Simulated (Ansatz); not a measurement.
A relaxed cell of Nb (Im-3m (No. 229)), relaxed on a k-mesh at least as fine as the one used below. Computed with r2SCAN (plane waves to 500 eV, PAW, scalar-relativistic; Ansatz, a program for electronic structure). Γ-centred k-mesh 14×7×14 on the run's cell (coarser than for final values), Fermi–Dirac smearing 0.05 eV.

```xyz
2
Lattice="-1.6515 1.6515 1.6515 3.3029 -3.3029 3.3029 1.6515 1.6515 -1.6515" Properties=species:S:1:pos:R:3 pbc="T T T"
Nb     0.0000     0.0000     0.0000
Nb     1.6515    -1.6515     1.6515
```

The atoms are displaced by (Å):

| atom | ux | uy | uz |
|---|---|---|---|
| Nb1 | 0.034 | 0.093 | -0.015 |
| Nb2 | -0.026 | 0.057 | 0.006 |

Task: What forces (eV/Å) and pressure result?

Result: 
| atom | Fx | Fy | Fz |
|---|---|---|---|
| Nb1 | -0.20 | -0.18 | 0.02 |
| Nb2 | 0.20 | 0.18 | -0.02 |

Pressure +0.6 GPa.

No spin polarisation in the result.

The run that gave the undisplaced cell could not lose the symmetry of its start; a randomly shaken copy of 2 atoms returns to this structure.
